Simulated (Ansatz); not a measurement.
In:
```cif
data_In8
_chemical_formula_sum 'In8'
_space_group_name_H-M_alt 'Cmce'
_space_group_IT_number 64
_space_group_name_Hall '-C 2ac 2'
_cell_length_a 5.20047
_cell_length_b 8.70402
_cell_length_c 5.11168
_cell_angle_alpha 90.000
_cell_angle_beta 90.000
_cell_angle_gamma 90.000
loop_
_atom_site_label
_atom_site_type_symbol
_atom_site_symmetry_multiplicity
_atom_site_Wyckoff_symbol
_atom_site_fract_x
_atom_site_fract_y
_atom_site_fract_z
_atom_site_occupancy
In1 In 8 f 0.00000 0.34365 0.41427 1
```
(The calculation used a cell of 4 atoms; values per cell refer to that cell.)

Relaxed with r²SCAN.

Question: Which orbitals make up the states near the Fermi level in the program Ansatz at the r²SCAN level (PAW)?

Answer: Within 0.5 eV of the Fermi level: In 5p 82 %, In 5s 16 %. Projections are on Löwdin-orthogonalised atomic valence shells; empty p or d shells of many metals are not among them.

Question: Tabulate the density of states.

Answer: States/eV per cell of 4 atoms, in 0.25 eV bins, energy from the Fermi level.

```
E (eV)  total  In 5p  In 5s  In 4d
------  -----  -----  -----  -----
-7.85    1.00   0.43   0.56   0.01
-7.60    1.03   0.45   0.57   0.01
-7.35    0.95   0.42   0.52   0.01
-7.10    1.01   0.45   0.54   0.01
-6.85    1.06   0.47   0.57   0.01
-6.60    1.12   0.49   0.61   0.01
-6.35    1.28   0.55   0.71   0.02
-6.10    1.28   0.57   0.69   0.01
-5.85    1.12   0.50   0.60   0.01
-5.60    0.90   0.41   0.48   0.01
-5.35    1.25   0.60   0.63   0.01
-5.10    1.35   0.66   0.67   0.01
-4.85    1.35   0.66   0.67   0.01
-4.60    1.52   0.76   0.74   0.01
-4.35    1.47   0.71   0.74   0.01
-4.10    1.37   0.65   0.70   0.01
-3.85    1.15   0.59   0.54   0.01
-3.60    1.04   0.55   0.48   0.01
-3.35    0.97   0.53   0.43   0.01
-3.10    0.99   0.55   0.43   0.01
-2.85    1.44   0.88   0.54   0.01
-2.60    1.58   1.07   0.48   0.01
-2.35    1.44   1.05   0.37   0.01
-2.10    1.51   1.16   0.32   0.01
-1.85    1.57   1.25   0.29   0.01
-1.60    1.77   1.49   0.26   0.01
-1.35    2.30   2.01   0.26   0.02
-1.10    2.58   2.29   0.26   0.02
-0.85    2.18   1.93   0.22   0.02
-0.60    1.83   1.61   0.20   0.01
-0.35    1.63   1.38   0.22   0.01
-0.10    0.96   0.80   0.15   0.01
0.15     0.55   0.44   0.09   0.00
0.40     1.24   0.93   0.28   0.01
0.65     1.41   1.01   0.36   0.01
0.90     1.97   1.25   0.65   0.01
1.15     2.67   1.69   0.89   0.02
1.40     2.20   1.45   0.67   0.01
1.65     1.87   1.26   0.54   0.01
1.90     1.67   1.14   0.46   0.01
2.15     1.81   1.26   0.47   0.01
2.40     1.94   1.38   0.46   0.01
2.65     2.29   1.64   0.52   0.01
2.90     2.24   1.61   0.49   0.01
3.15     1.92   1.41   0.38   0.01
3.40     2.26   1.69   0.39   0.01
3.65     2.16   1.59   0.37   0.01
```

The start of the workflow was typed in or built on a structure type; neither database checked (COD, Materials Project) lists it. It is not the phase usual at ambient conditions (space group No. 139). The cell was relaxed with r²SCAN under the symmetry of its start; whether a distortion lowers the energy is not shown. Spin–orbit coupling is left out wherever it is not named.

Potentials: the earlier of the program's two PAW sets.
